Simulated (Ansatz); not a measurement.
C in space group P6_3/mmc (No. 194; C on 6h), PBEsol (plane waves, PAW; program Ansatz). The conduction-band minimum lies at Γ, with 1 equivalent valley. Second derivatives d²E/dk² of the lowest band at one valley (eV·Å²), along Cartesian directions:

| direction | d²E/dk² |
|---|---|
| [100] | 54.97 |
| [010] | 54.97 |
| [001] | 6.227 |
| [110] | 54.97 |
| [101] | 30.63 |
| [011] | 30.63 |

**Question.** Find the principal effective masses, the density-of-states mass and the conductivity mass.

**Answer.** Off-diagonal terms follow from H_xy = H[110] − (H_xx + H_yy)/2, and m*/mₑ = 7.620 eV·Å² over each eigenvalue: 0.14, 0.14, 1.2. One valley's DOS mass (m₁m₂m₃)^(1/3) = 0.29, conductivity mass 3/(Σ 1/mᵢ) = 0.20 mₑ.

**Question.** What effective density of states Nc follows at 300 K for parabolic valleys?

**Answer.** Nc = 2.509e19 × 1 × (0.29)^(3/2) ≈ 3.9e18 cm⁻³.

**Question.** With the computed static dielectric constant 5.57 (mean of the diagonal), estimate a hydrogenic donor's binding energy and radius.

**Answer.** E = 13.606 eV × 0.20/5.57² ≈ 88 meV; a = 0.529 Å × ε/m* ≈ 15 Å. Semilocal masses tend to be too small when the gap is underestimated.

The start of the workflow was typed in or built on a structure type. Its sites differ from those of the usual phase in this space group: another stacking or structure type. The cell was relaxed with PBEsol under the symmetry of its start; its stability against distortions is not shown here.

Potentials: the later of the program's two PAW sets.
